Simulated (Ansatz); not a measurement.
LiF:
```cif
data_FLi
_chemical_formula_sum 'Li1 F1'
_space_group_name_H-M_alt 'P 1'
_space_group_IT_number 1
_cell_length_a 2.87638
_cell_length_b 2.87638
_cell_length_c 2.87638
_cell_angle_alpha 60.000
_cell_angle_beta 60.000
_cell_angle_gamma 60.000
loop_
_space_group_symop_operation_xyz
  'x, y, z'
loop_
_atom_site_label
_atom_site_type_symbol
_atom_site_fract_x
_atom_site_fract_y
_atom_site_fract_z
_atom_site_occupancy
Li1 Li 0.00000 0.00000 0.00000 1
F1 F 0.50000 0.50000 0.50000 1
```

Relaxed with PBE. Independent-particle spectrum: no excitons, no local fields, no scissors shift; 0.1 eV broadening; ε₁ of the summed bands alone.

Question: Tabulate the dielectric function from PBE (plane waves, PAW; program Ansatz).

Answer: 

| E (eV) | ε₁ xx | ε₂ xx |
|---|---|---|
| 0.0 | 1.93 | 0.00 |
| 0.4 | 1.93 | 0.00 |
| 0.8 | 1.93 | 0.00 |
| 1.2 | 1.94 | 0.00 |
| 1.6 | 1.94 | 0.00 |
| 2.0 | 1.95 | 0.00 |
| 2.4 | 1.96 | 0.00 |
| 2.8 | 1.97 | 0.00 |
| 3.2 | 1.98 | 0.00 |
| 3.6 | 1.99 | 0.00 |
| 4.0 | 2.01 | 0.00 |
| 4.4 | 2.03 | 0.00 |
| 4.8 | 2.06 | 0.00 |
| 5.2 | 2.08 | 0.00 |
| 5.6 | 2.12 | 0.00 |
| 6.0 | 2.15 | 0.00 |
| 6.4 | 2.20 | 0.00 |
| 6.8 | 2.25 | 0.00 |
| 7.2 | 2.31 | 0.00 |
| 7.6 | 2.40 | 0.00 |
| 8.0 | 2.51 | 0.00 |
| 8.4 | 2.67 | 0.00 |
| 8.8 | 3.02 | 0.05 |
| 9.2 | 3.13 | 0.49 |
| 9.6 | 3.14 | 0.73 |
| 10.0 | 3.19 | 0.95 |
| 10.4 | 3.33 | 1.25 |
| 10.8 | 3.65 | 2.18 |
| 11.2 | 2.17 | 2.63 |
| 11.6 | 1.62 | 2.28 |
| 12.0 | 1.33 | 1.96 |

Question: From ε at 10.3 eV (xx: 3.28 + 1.17i), find n, k, the normal reflectivity and the absorption coefficient.

Answer: n = 1.84, k = 0.315, R = 10 %, α = 2kE/ħc = 330000 cm⁻¹.

With all bands, ε∞ without local fields is 2.08. DFPT, with local fields, gives 2.05.

Space group Fm-3m (rock salt). The PBE relaxation kept the symmetry of its start; phonons on a q-mesh show no instability.

Potentials: the later of the program's two PAW sets.
